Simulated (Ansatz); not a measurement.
The relaxed structure here is a generated cell of ZnSnN2: the first start was made by placing the elements on the sites of a structure type, and the end was not matched to a known phase here, so it may be hypothetical.

One stationary structure of ZnSnN₂. Space group R-3m (No. 166), AFLOW prototype ABC2_hR4_166_a_b_c (F5_1, as in NaCrS2). These are PBEsol (plane waves to 420 eV, PAW, scalar-relativistic; Ansatz, a first-principles code) values and carry that method's errors.

Space group R-3m, hexagonal axes (No. 166); a = b = 3.165 Å, c = 15.409 Å, α = β = 90.00°, γ = 120.00°

```json
[
 {"atom": "Sn", "site": "3a", "symmetry": "-3m", "x": "0.0000", "y": "0.0000", "z": "0.0000"},
 {"atom": "Zn", "site": "3b", "symmetry": "-3m", "x": "0.0000", "y": "0.0000", "z": "0.5000"},
 {"atom": "N", "site": "6c", "symmetry": "3m", "x": "0.0000", "y": "0.0000", "z": "0.2527"}
]
```
(The calculation used a cell of 4 atoms; values per cell refer to that cell.)

```yaml
volume_per_atom: 11.14 Å³
band_gap: 0.68 eV, indirect (valence top at 56 % of the way from Γ to S0, conduction bottom at k = (0, -0.5, -0.5)) (no spin-orbit coupling)
smallest_direct_gap: 0.74 eV at F
shortest_distances: N–Sn 2.21 Å; N–Zn 2.26 Å; N–N 3.08 Å; Sn–Zn 3.15 Å
k-mesh: 12×12×12
```

Band energies at high-symmetry points (eV from the VBM; labels of this space group; no spin-orbit coupling), from −5 eV up to 5.7 eV:

```json
[
 {"point": "Γ", "energies": "-1.02 -1.02 -0.83 -0.18 -0.18 0.72 3.34"},
 {"point": "T", "energies": "-3.91 -0.64 -0.64 -0.62 -0.62 3.13 3.75"},
 {"point": "H2", "energies": "-4.96 -4.14 -3.55 -1.55 -1.51 3.86 4.47"},
 {"point": "H0", "energies": "-4.96 -4.14 -3.55 -1.55 -1.51 3.86 4.47"},
 {"point": "L", "energies": "-4.60 -2.75 -2.65 -2.12 -1.40 3.00 4.17"},
 {"point": "S0", "energies": "-4.80 -4.72 -3.37 -1.81 -1.37 3.70 5.14"},
 {"point": "S2", "energies": "-4.80 -4.72 -3.37 -1.81 -1.37 3.70 5.14"},
 {"point": "F", "energies": "-3.21 -2.91 -0.11 -0.06 0.68 3.55"}
]
```

No spin polarisation in the result.

The run could not lose the symmetry of its start, so the end can be a saddle point.
